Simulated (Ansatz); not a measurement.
# Structures of Rb2Cr: which is lowest?

Plane-wave DFT in Ansatz with scalar-relativistic PAW potentials, cutoff 420 eV, Γ-centred meshes chosen by cell and gap, Gaussian smearing with energies taken to zero width. Every cell was relaxed (cell and atoms) in a run of its own, within the symmetry of its start. Functional: PBE.

Relaxed structures (starts from databases or built by putting these elements on another compound's sites):
A. R-3m, 3 atoms in the computed cell, a = 5.422 Å, c = 23.485 Å; sites (symmetry × multiplicity) Rb 3m × 6, Cr -3m × 3; start: built
B. Fm-3m, 3 atoms in the computed cell, a = 9.115 Å; sites (symmetry × multiplicity) Rb -43m × 8, Cr m-3m × 4; start: built

Question: Rank them by energy. Could pressure change the order?

Answer:
| structure | group | E − E(lowest) (meV/atom) | V (Å³/atom) | gap on mesh (eV) |
| --- | --- | --- | --- | --- |
| B | Fm-3m | 0.0 | 63.11 | 0.00 |
| A | R-3m | 38 | 66.44 | 0.00 |

B is lowest, 38 meV/atom under A. The lowest is also the densest of these, so pressure wouldn't bring one of the others in at first order. Other structures may lie lower than all of these, and vibrations aren't counted.

Only parallel moments were tried here. Magnetic cells started from one order each; another order can shift an energy by tens of meV per atom.